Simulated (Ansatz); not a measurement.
This is a relaxation of cell and atoms with Ansatz on In4BiSb3, ordered on the zincblende lattice (P-43m) with 8 atoms a cell; the level of theory is r2SCAN. It starts from the PBE minimum.

input.yaml:
```yaml
crystal:
  lattice:
    - [6.6903656596, 0.0, 0.0]
    - [0.0, 6.6903656596, 0.0]
    - [0.0, 0.0, 6.6903656596]
  atoms:
    - { symbol: Sb, position: [0.5, 0.0, 0.0] }
    - { symbol: In, position: [0.2466338906, 0.7533661094, 0.7533661094] }
    - { symbol: Sb, position: [0.0, 0.5, 0.0] }
    - { symbol: In, position: [0.7533661094, 0.2466338906, 0.7533661094] }
    - { symbol: Sb, position: [0.0, 0.0, 0.5] }
    - { symbol: In, position: [0.7533661094, 0.7533661094, 0.2466338906] }
    - { symbol: Bi, position: [0.5, 0.5, 0.5] }
    - { symbol: In, position: [0.2466338906, 0.2466338906, 0.2466338906] }
kpoints:
  mp_grid: { grid: [4, 4, 4] }
hamiltonian:
  xc: r2scan
scf:
  occupations: { method: fermi_dirac, width: 0.02 }
relax:
  f_tol: 0.005
  cell: {}
```

Command: `ansatz run input.yaml --threads 2 --pin off --max-ram 20275MiB --backend cpu --events-out ev --progress --plain --runs-dir out`. Wall time 57 s on 2 threads of AMD EPYC 7R13 Processor (Zen 3) (shared host), load about 3.8 per core; peak host memory 1.3 GiB.

Output, abridged:
```
Pseudopotential: Sb, paw, valence charge 15, recommended cutoff 500 eV (meta_gga)
Pseudopotential: In, paw, valence charge 13, recommended cutoff 500 eV (meta_gga)
Pseudopotential: Bi, paw, valence charge 15, recommended cutoff 500 eV (meta_gga)
Functional definition: r2SCAN
Crystal: 8 atoms, lattice volume = 299.467 Å³
Basis set: ecut = 500 eV, 7521 PW (Γ)
Bands: 68, of which v1, the nominal top of the filled ones, is band 56 counted from 1 (55 counted from 0)
Symmetry: 24 space group operations
Space group: P-43m (ITA 215)
k-points: 10 of 64 (time reversal used)
relax step 1: F+E_penalty+E_count = -54357.27293509 eV  max|allowed force component| = 9.367e-3 eV/Å  Δτ_max = 0.0000 Å  P = -1.420 GPa  Ω = 299.467 Å³
relax step 2: F+E_penalty+E_count = -54357.30007483 eV  max|allowed force component| = 1.820e-2 eV/Å  Δτ_max = 0.0047 Å  P = +1.112 GPa  Ω = 281.358 Å³
relax step 3: F+E_penalty+E_count = -54357.32385775 eV  max|allowed force component| = 4.562e-3 eV/Å  Δτ_max = 0.0039 Å  P = -0.073 GPa  Ω = 289.026 Å³
relax step 4: F+E_penalty+E_count = -54357.32400188 eV  max|allowed force component| = 5.240e-3 eV/Å  Δτ_max = 0.0019 Å  P = -0.004 GPa  Ω = 288.550 Å³
relax step 5: F+E_penalty+E_count = -54357.32402338 eV  max|allowed force component| = 8.500e-4 eV/Å  Δτ_max = 0.0012 Å  P = +0.004 GPa  Ω = 288.493 Å³
relax step 6: F+E_penalty+E_count = -54357.32341978 eV  max|allowed force component| = 8.557e-4 eV/Å  Δτ_max = 0.0000 Å  P = +0.000 GPa  Ω = 288.493 Å³  (SCF on a basis re-selected at this cell)
Free energy (F): -54357.323420 eV
Internal energy: -54357.322226 eV  (E = F + TS)
E sigma→0 (E₀):  -54357.322823 eV
Entropy (-TS):   -0.001194 eV (-0.149 meV/atom)
Fermi energy:    6.791848 eV
--- Stress (GPa, compression-positive) ---
        0.000013       0.000000       0.000000
        0.000000       0.000013       0.000000
        0.000000       0.000000       0.000013
  P = ⅓ Tr σ = 0.0000 GPa (0.000 kbar)
--- Relaxed structure (5 steps of the walk, 5 accepted, 1 SCFs on fresh bases) ---
  F+E_penalty+E_count = -54357.32341978 eV   max|allowed force component| = 8.557e-4 eV/Å
  cell:  # Å, volume = 288.4931 Å³
    - [6.607621, 0.000000, 0.000000]
    - [0.000000, 6.607621, 0.000000]
    - [0.000000, 0.000000, 6.607621]
  atoms:
    - { symbol: Sb, position: [0.500000, 0.000000, 0.000000] }
    - { symbol: In, position: [0.246759, 0.753241, 0.753241] }
    - { symbol: Sb, position: [0.000000, 0.500000, 0.000000] }
    - { symbol: In, position: [0.753241, 0.246759, 0.753241] }
    - { symbol: Sb, position: [0.000000, 0.000000, 0.500000] }
    - { symbol: In, position: [0.753241, 0.753241, 0.246759] }
    - { symbol: Bi, position: [0.500000, 0.500000, 0.500000] }
    - { symbol: In, position: [0.246759, 0.246759, 0.246759] }
```

In 5 steps the volume changed by -3.7 %; between the first SCF and the last, each on a basis chosen for its cell, the energy fell by 6.3 meV an atom. At the end: it is cubic, P-43m (No. 215); conventional cell a = 6.608 Å, 36.06 Å³ an atom. Around Sb lie 4 In at 2.85 Å; around In lie 3 Sb at 2.85 Å and 1 Bi at 2.90 Å; around Bi lie 4 In at 2.90 Å.

Computed, not measured; no magnetism was allowed, and whether the structure is a known phase isn't checked.
